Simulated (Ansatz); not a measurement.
One crystal and one scan (energy against volume) at two levels, PBE (plane waves to 420 eV, PAW, scalar-relativistic; Ansatz, a program for electronic structure) and r2SCAN (plane waves to 500 eV, PAW, scalar-relativistic; Ansatz), each from its own relaxed cell and on its own mesh. The cell shown is that of PBE.

ZnS (wurtzite)

```
CELL_PARAMETERS angstrom
      3.84511     0.00000     0.00000
     -1.92255     3.32996     0.00000
      0.00000     0.00000     6.30566
ATOMIC_POSITIONS crystal
  Zn 0.66667 0.33333 0.99985
  Zn 0.33333 0.66667 0.49985
  S  0.66667 0.33333 0.62535
  S  0.33333 0.66667 0.12535
```

E(V) scan at fixed shape, V₀ the volume above. The atoms relax within the cell's symmetry.

Energies are smeared free energies. ZnS was relaxed with its symmetry unable to fall. With the shape held, the modulus is that of even scaling; a crystal free to change shape is softer. Both scans cover V/V₀ from 0.900 to 1.100.

ΔE (meV/atom), each from the relaxed starting cell of its own level:

```csv
V/V₀,PBE,r2SCAN
0.900,52.7,57.7
0.920,32.4,35.5
0.940,17.5,withheld
0.960,7.5,8.2
0.980,1.8,2.0
1.000,0.0,0.0
1.020,1.7,1.8
1.040,6.5,7.1
1.060,14.1,15.5
1.080,24.3,26.7
1.100,36.6,40.3
```

Problem. Estimate the r2SCAN value at 0.940 from the PBE value there and the ratio of the two levels in the two nearest given rows on that side of the minimum.

Solution. At 0.920 and 0.960 the ratio r2SCAN/PBE averages 1.095, which gives 1.095 × 17.5 = 19.2 meV/atom. The calculation gives 19.2 meV/atom, +9.7 % against PBE.

(A scan under strain: stresses follow from slopes of the energy per volume, elastic moduli from its curvatures.)
